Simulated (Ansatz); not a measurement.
## Sn (I4_1/amd), stationary points along a deformation path

Method: DFT LDA, scalar-relativistic, plane waves, PAW in Ansatz. Settings: plane waves to 420 eV, k-mesh 18×18×18 (Γ-centred), Gaussian smearing 0.15 eV. No spin polarisation. Energies are free energies at this smearing, counted from the undisturbed cell; pressure is positive in compression.

The starting cell (as given, not relaxed at this level; it stands at -2.9 GPa):

```yaml
crystal:
  lattice:
    - [-2.94014, 2.94014, 1.59930]
    - [2.94014, -2.94014, 1.59930]
    - [2.94014, 2.94014, -1.59930]
  atoms:
    - { symbol: Sn, position: [0.75000, 0.25000, 0.50000] }
    - { symbol: Sn, position: [0.00000, 0.00000, 0.00000] }
```

At fixed volume and fractional coordinates, lengths along (0.000, 0.000, 1.000) are scaled against those across it; ρ is that ratio over its starting value. V = 27.650 Å³/atom. Δσ is the stress along the axis less the mean stress across it (compression positive).

```csv
ρ,ΔE (meV/atom),Δσ (GPa),space group
0.850,99.8,12.62,I4_1/amd
0.920,19.2,4.89,I4_1/amd
1.000,0.0,-0.04,I4_1/amd
1.100,25.0,-3.99,I4_1/amd
1.200,76.1,-6.07,I4_1/amd
```

How does the stress give the slope of the energy, and where is the energy stationary?

Along the path d ln(length) is 2/3 d ln ρ on the axis and −1/3 d ln ρ across it, so dE/d ln ρ = −(2/3) V Δσ: the energy falls with ρ where Δσ is positive. Δσ vanishes or changes sign between ρ = 0.920 and 1.000, a minimum (near 1.00 by linear interpolation). Pairs of stationary points between two samples would go unseen, and could change a minimum read from distant neighbours into a maximum.

Integrate that slope from ρ = 1 to 1.200 by the trapezoid rule.

With V/N in Å³ and 1 eV/Å³ = 160.2 GPa the slopes at ρ = 1.000, 1.100, 1.200 are 5, 459, 699 meV/atom per unit of ln ρ. The steps add 22.1 + 50.4 = 72.5 meV/atom, against 76.1 from the energies; the trapezoid rule misses the curvature of the slope within each step.

In a metal these slopes depend on the k mesh and the smearing.